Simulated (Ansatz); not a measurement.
A relaxed cell of TiAl4Ni3 is given with its symmetry left out. The cell was found from a structure generator's guess, not taken from experiment.

The calculation used DFT PBE, scalar-relativistic, plane waves, PAW in Ansatz 0.2.0. Cutoff 420 eV, Γ-centred mesh, Gaussian smearing, collinear spin.

```xyz
8
Lattice="-2.9882 2.9882 2.9882 2.9882 -2.9882 2.9882 2.9882 2.9882 -2.9882" Properties=species:S:1:pos:R:3 pbc="T T T"
Ti    0.0000    0.0000    0.0000
Al    1.4941   -1.4941    1.4941
Al    1.4941    1.4941    1.4941
Al    1.4941    1.4941   -1.4941
Al   -1.4941    1.4941    1.4941
Ni    0.0000    2.9882    0.0000
Ni    0.0000    0.0000    2.9882
Ni    2.9882    0.0000    0.0000
```

The zero of energy is the elements' standard structures at the same level; no fitted shifts are applied.

Q: What space group does it have?

A: Im-3m (No. 229). Conventional cell: a = 5.976 Å. Ti has 8 Al at 2.59 Å and 6 Ni at 2.99 Å; around Al lie 2 Ti at 2.59 Å, 6 Ni at 2.59 Å and 6 Al at 2.99 Å; Ni has 8 Al at 2.59 Å, 2 Ti at 2.99 Å and 4 Ni at 2.99 Å.

Q: How far does it lie from the elements in energy?

A: −0.43 eV/atom.

Q: Is it a metal?

A: Yes, bands cross the Fermi level on the 10×10×10 mesh.

Q: Which magnetic moments does it keep?

A: 0.26 μB per atom net, the space between the atoms included; by site: Ti -0.9; Ni -0.2 (×3) μB.

The last run used collinear spin, a 10×10×10 mesh for its 8-atom cell and Gaussian smearing of 0.10 eV. Another magnetic order may lie lower. A structure relaxed within its symmetry needn't be a true minimum. Another cell of TiAl4Ni3 relaxed alike but without spin, in P4/mmm, lies 166 meV/atom lower, so this cell isn't the stable form at this level.
